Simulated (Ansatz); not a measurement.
Relaxed-ion elastic tensor of BaMgF4 in space group Cmcm (No. 63; Pearson symbol oS24) in GPa (Voigt order), DFT-PBEsol in the program Ansatz with PAW potentials; density 4.63 g/cm³, 14.19 Å³ per atom.

```
      1     2     3     4     5     6
-  ----  ----  ----  ----  ----  ----
1   128  17.0  56.7   0.0   0.0   0.0
2  17.0  64.7  25.2   0.0   0.0   0.0
3  56.7  25.2   123   0.0   0.0   0.0
4   0.0   0.0   0.0  17.8   0.0   0.0
5   0.0   0.0   0.0   0.0  53.8   0.0
6   0.0   0.0   0.0   0.0   0.0  25.5
```

Question: Is the crystal mechanically stable?

Answer: Yes: the smallest eigenvalue of C is 17.8 GPa.

Question: Work out the Voigt, Reuss and Hill averages.

Answer: K_V = 57.1, K_R = 47.8, K_H = 52.4; G_V = 33.9, G_R = 28.5, G_H = 31.2 GPa.

Question: Give Young's modulus, Poisson's ratio, Pugh's ratio and the universal anisotropy index.

Answer: E = 9KG/(3K + G) = 78.1 GPa; ν = 0.25; K/G = 1.68 (near the Pugh limit of 1.75, no verdict); A_U = 5G_V/G_R + K_V/K_R − 6 = 1.13.

Question: Estimate the sound speeds and the Debye temperature.

Answer: v_l = √((K + 4G/3)/ρ) = 4510 m/s, v_t = √(G/ρ) = 2600 m/s, mean 2880 m/s; Θ = (h/k)(3n/4πV)^(1/3) v_m = 354 K.

Question: Solve the Christoffel equation for the three sound speeds along x, y, z.

Answer: Eigenvalues of C_ijkl n_j n_l equal ρv². In km/s, slowest first: x 2.35, 3.41, 5.25; y 1.96, 2.35, 3.74; z 1.96, 3.41, 5.16.

Question: How much does each axis shrink under pressure?

Answer: Linear compressibilities β_i = Σ_j S_ij (j = 1 to 3): x 4.6, y 13, z 3.3 per TPa.

The workflow started from a Materials Project entry (that database holds measured and hypothetical structures alike); the Crystallography Open Database copy checked does not list it. COD files the formula under space group No. 36. Its standing as an ambient phase is unchecked. The cell was relaxed with PBEsol under the symmetry of its start. At this level the phase is dynamically unstable (imaginary phonons). Spin–orbit coupling is left out wherever it is not named.

Potentials: the earlier of the program's two PAW sets. The files were generated under PBE; for other functionals the program regenerates the frozen cores, and for LDA and PBEsol the local potential too.
